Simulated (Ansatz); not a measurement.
CdWO₄:
```
CdWO4
1.0
    5.03552     0.00000     0.00000
    0.00000     5.89611     0.00000
   -0.10809     0.00000     5.06783
Cd W O
2 2 8
Direct
  0.50000   0.69259   0.75000
  0.50000   0.30741   0.25000
  0.00000   0.17818   0.75000
  0.00000   0.82182   0.25000
  0.79844   0.09592   0.05017
  0.20156   0.90408   0.94983
  0.20156   0.09592   0.44983
  0.79844   0.90408   0.55017
  0.75824   0.36957   0.61507
  0.24176   0.63043   0.38493
  0.24176   0.36957   0.88493
  0.75824   0.63043   0.11507
```

Relaxed with r²SCAN.

Task: Map the electron localisation function on the plane through (0.500, 0.693, 0.750) spanned by u = [0, 1, 0] and v = [1, 0, 1] in lattice vectors, from r²SCAN (plane waves, PAW; program Ansatz).

Result: x is the fraction of u, y of v (the angle between them is 90°; rows are the nearest grid lines); atoms in the plane: Cd at (0.00, 0.00), W at (0.13, 0.50), O at (0.40, 0.30), O at (0.40, 0.70).
```
y \ x   0.000  0.103  0.172  0.276  0.379  0.448  0.552  0.621  0.724  0.828  0.897   1.00
------  -----  -----  -----  -----  -----  -----  -----  -----  -----  -----  -----  -----
1.00    0.919  0.515  0.232  0.027  0.006  0.006  0.014  0.020  0.033  0.200  0.516  0.919
0.914   0.519  0.352  0.129  0.018  0.051  0.039  0.018  0.027  0.036  0.101  0.331  0.519
0.857   0.150  0.112  0.040  0.093  0.502  0.409  0.049  0.023  0.023  0.053  0.078  0.150
0.771   0.740  0.206  0.043  0.709  0.818  0.811  0.529  0.081  0.034  0.627  0.801  0.740
0.686   0.790  0.374  0.081  0.797  0.387  0.585  0.730  0.177  0.080  0.812  0.791  0.790
0.629   0.726  0.246  0.247  0.491  0.817  0.818  0.626  0.117  0.063  0.750  0.827  0.726
0.543   0.369  0.447  0.628  0.305  0.286  0.268  0.074  0.015  0.012  0.180  0.318  0.369
0.457   0.369  0.447  0.628  0.305  0.286  0.268  0.074  0.015  0.012  0.180  0.318  0.369
0.371   0.726  0.246  0.247  0.491  0.817  0.818  0.626  0.117  0.063  0.750  0.827  0.726
0.314   0.790  0.374  0.081  0.797  0.387  0.585  0.730  0.177  0.080  0.812  0.791  0.790
0.229   0.740  0.206  0.043  0.709  0.818  0.811  0.529  0.081  0.034  0.627  0.801  0.740
0.143   0.150  0.112  0.040  0.093  0.502  0.409  0.049  0.023  0.023  0.053  0.078  0.150
0.0857  0.519  0.352  0.129  0.018  0.051  0.039  0.018  0.027  0.036  0.101  0.331  0.519
0.000   0.919  0.515  0.232  0.027  0.006  0.006  0.014  0.020  0.033  0.200  0.516  0.919
```

The density is the valence pseudo-density with augmentation charge, so density and ELF within about 1 Å of a nucleus are not all-electron values.

Space group P2/c. The first step of the workflow began from a Materials Project structure, measured or hypothetical; the Crystallography Open Database files this formula in space group No. 13, but the cells were not matched. Whether it is the stable phase at ambient conditions was not checked. The r²SCAN relaxation kept the symmetry of its start; its stability against distortions is not shown here. The run is not spin-polarised. No Hubbard U is applied. Spin–orbit coupling is left out wherever it is not named.

Potentials: the later of the program's two PAW sets.
